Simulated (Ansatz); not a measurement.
SiW (rock salt, Fm-3m) under volume change, plane-wave PAW r²SCAN (Ansatz code), scaled uniformly.

| V (Å³/atom) | E − E(relaxed) (meV/atom) | P (GPa) |
|---|---|---|
| 14.204 | 91.9 | 22.68 |
| 14.672 | 38.7 | 13.95 |
| 15.140 | 9.2 | 6.45 |
| 15.609 | 0.0 | 0.00 |
| 16.077 | 8.3 | -5.53 |
| 16.545 | 31.6 | -10.28 |
| 17.013 | 67.7 | -14.34 |

### Question
What does a third-order Birch–Murnaghan fit give for V₀, B₀ and B′?

### Answer
V₀ = 15.61 Å³/atom, B₀ = 199 GPa, B′ = 4.1.

A made-up cell: these elements were put on the sites of a structure type; neither database checked (COD, Materials Project) lists it. Its standing as an ambient phase is unchecked. Symmetry was held in the r²SCAN relaxation; its stability against distortions is not shown here. No spin polarisation was allowed. Scalar-relativistic: spin–orbit coupling is off unless named, which matters more the heavier the elements.

Potentials: the later of the program's two PAW sets.
